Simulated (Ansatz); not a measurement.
C, 4H polytype at its r2SCAN geometry, run in Ansatz at 2 levels of theory. The calculation is spin-unpolarised, and the structure need not be a phase that has been made.

The r2SCAN input:
```yaml
crystal:
  lattice:
    - [2.5098430528, 0.0, 0.0]
    - [-1.2549215264, 2.1735878433, 0.0]
    - [0.0, 0.0, 8.2802486716]
  atoms:
    - { symbol: C, position: [0.0, 0.0, 0.0008143108] }
    - { symbol: C, position: [0.3333333333, 0.6666666667, 0.2492477432] }
    - { symbol: C, position: [0.0, 0.0, 0.5008143108] }
    - { symbol: C, position: [0.6666666667, 0.3333333333, 0.7492477432] }
    - { symbol: C, position: [0.0, 0.0, 0.1866856892] }
    - { symbol: C, position: [0.3333333333, 0.6666666667, 0.4382522568] }
    - { symbol: C, position: [0.0, 0.0, 0.6866856892] }
    - { symbol: C, position: [0.6666666667, 0.3333333333, 0.9382522568] }
kpoints:
  mp_grid: { grid: [12, 12, 4] }
  band_path:
    path:
      - [0.0, 0.0, 0.0]
      - [0.5, 0.0, 0.0]
      - [0.3333333333, 0.3333333333, 0.0]
      - [0.0, 0.0, 0.5]
      - [0.5, 0.0, 0.5]
      - [0.3333333333, 0.3333333333, 0.5]
      - [0.0, 0.408854, 0.0]
    npoints: 1
hamiltonian:
  xc: r2scan
scf:
  occupations: { method: fixed }
  n_extra_bands: 6
output:
  forces: true
  stress: true
  eigenvalues: true
```

Main results, then, where recorded, the levels near the gap in eV from the Fermi energy (columns number the bands from 0), one row a point of the path (Γ, M, K, A, L, H, Γ–M (0.82)):
```
Crystal: 8 atoms, lattice volume = 45.172 Å³
Symmetry: 24 space group operations
Space group: P63/mmc (ITA 194)
```
```
Basis set: ecut = 500 eV, 1165 PW (Γ)
k-points: 57 of 576
SCF converged after 7 iterations
Free energy (F): -2012.362016 eV
Fermi energy:    13.507798 eV
--- Forces (eV/Å), atoms counted from 1 ---
  atom   1  C       0.00000      0.00000    -0.00091
  atom   2  C       0.00000      0.00000    -0.00003
  atom   3  C       0.00000      0.00000    -0.00091
  atom   4  C       0.00000      0.00000    -0.00003
  atom   5  C       0.00000      0.00000      0.00091
  atom   6  C       0.00000      0.00000      0.00003
  atom   7  C       0.00000      0.00000      0.00091
  atom   8  C       0.00000      0.00000      0.00003
--- Stress (GPa, compression-positive) ---
        0.001837       0.000000       0.000000
        0.000000       0.001837       0.000000
        0.000000       0.000000       0.006460
  P = ⅓ Tr σ = 0.0034 GPa (0.034 kbar)
```
```tsv
band_12	band_13	band_14	band_15	band_16	band_17	band_18
-1.843	-0.232	0.000	0.000	5.592	5.592	5.767
-5.233	-4.983	-3.895	-3.158	4.873	5.863	6.345
-7.494	-5.918	-5.918	-4.425	6.639	6.639	8.305
-0.693	-0.693	-0.693	-0.693	6.412	6.412	6.412
-5.010	-5.010	-3.895	-3.895	5.230	5.230	7.387
-5.766	-5.766	-5.386	-5.386	5.458	5.458	10.255
-5.138	-5.041	-3.822	-2.970	4.798	6.121	6.388
```

With r2SCAN the valence top lies at Γ and the conduction bottom at Γ–M (0.82 of the way from Γ), 4.80 eV higher; the smallest vertical gap, at Γ, is 5.59 eV.

HSE06. Against the first input these blocks differ (the band path and keys that only write files left aside):
```yaml
kpoints:
  mp_grid: { grid: [6, 6, 2] }
hamiltonian:
  xc: hse06
```

```
Basis set: ecut = 420 eV, 885 PW (Γ)
k-points: 14 of 72
Exchange kernel: α = 0.2500, screened, ω = 0.2079 Å⁻¹, Wigner–Seitz truncation, v(0) = 1027.1520 eV·Å³, q-mesh 6×6×2
hybrid outer 1: dexx = +9.061e-3 eV, tail = 3.73e-5 eV
hybrid outer 2: dexx = +5.593e-7 eV, tail = 1.66e-8 eV, Δε = 2.22e-3 eV, ΔF = 6.28e-4 eV/Å
hybrid SCF converged: 2 outer / 11 inner (+2 warm-up)
Free energy (F): -2006.960544 eV
Fermi energy:    12.915513 eV
--- Forces (eV/Å), atoms counted from 1 ---
  atom   1  C       0.00000      0.00000    -0.02861
  atom   2  C       0.00000      0.00000      0.00666
  atom   3  C       0.00000      0.00000    -0.02861
  atom   4  C       0.00000      0.00000      0.00666
  atom   5  C       0.00000      0.00000      0.02861
  atom   6  C       0.00000      0.00000    -0.00666
  atom   7  C       0.00000      0.00000      0.02861
  atom   8  C       0.00000      0.00000    -0.00666
--- Stress (GPa, compression-positive) ---
       -5.445460       0.000000       0.000000
        0.000000      -5.445460       0.000000
        0.000000       0.000000      -6.285156
  P = ⅓ Tr σ = -5.7254 GPa (-57.254 kbar)
```
```tsv
band_12	band_13	band_14	band_15	band_16	band_17	band_18
-1.890	-0.217	0.000	0.000	6.694	6.694	6.866
-5.398	-5.137	-4.006	-3.260	5.789	6.805	7.305
-7.771	-6.099	-6.099	-4.564	7.482	7.482	9.379
-0.698	-0.698	-0.698	-0.698	7.515	7.515	7.515
-5.152	-5.152	-4.017	-4.017	6.156	6.156	8.300
-5.953	-5.953	-5.553	-5.553	6.321	6.321	11.395
-5.305	-5.197	-3.923	-3.065	5.728	7.078	7.371
```

With HSE06 the valence top lies at Γ and the conduction bottom at Γ–M (0.82 of the way from Γ), 5.73 eV higher; the smallest vertical gap, at Γ, is 6.69 eV. The mean pressure at these positions is -5.7 GPa, compression counted positive. The stress of a hybrid is loosely converged here.

The hybrids run on coarser meshes, which limits their stresses and small splittings of levels.

Totals of different functionals can't be compared.

The meshes of the hybrids are coarse, so their gaps aren't converged to the digits shown.
